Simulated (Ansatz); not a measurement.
## Ti-47 nuclear quadrupole resonance in Ti

Cell: an entry of the Crystallography Open Database (COD), whose atoms a relaxation with PBE at fixed cell left in place.

```
CELL_PARAMETERS angstrom
2.95000 0.00000 0.00000
-1.47500 2.55477 0.00000
0.00000 0.00000 4.68600
ATOMIC_POSITIONS crystal
Ti 0.33333 0.66667 0.25000
Ti 0.66667 0.33333 0.75000
```

Atoms are numbered from 1 in the order listed; like atoms form one site, named after its first atom.

Method: Kohn–Sham DFT in Ansatz, PBE, plane waves and PAW, scalar-relativistic, 420 eV cutoff, Γ-centred 18×18×10 k-points, Fermi–Dirac smearing 0.05 eV.

Ti-47: I = 5/2, Q = 302.0 mb (year-2017 value). Static lattice, zero field.

Task: The simulated lines lie at 2.04, 4.08 MHz. What are |C_Q|, η and |V_zz| at Ti?

Result: For I = 5/2 and η = 0 the lines are 3|C_Q|/20 and twice that; η pulls their ratio below 2. Here |C_Q| = 13.6 MHz, η = 0.00 and |V_zz| = 1.86 × 10²¹ V/m². The calculation gives V_zz positive; the lines don't show the sign. The site has 12 Ti at 2.90–2.95 Å.

An axis of threefold or higher order runs through Ti, so V_zz lies along it and η is zero.

The run finds no gap above 0.1 eV (a metal, or nearly one), so the gradients can move by 10 % or more with the k-mesh.
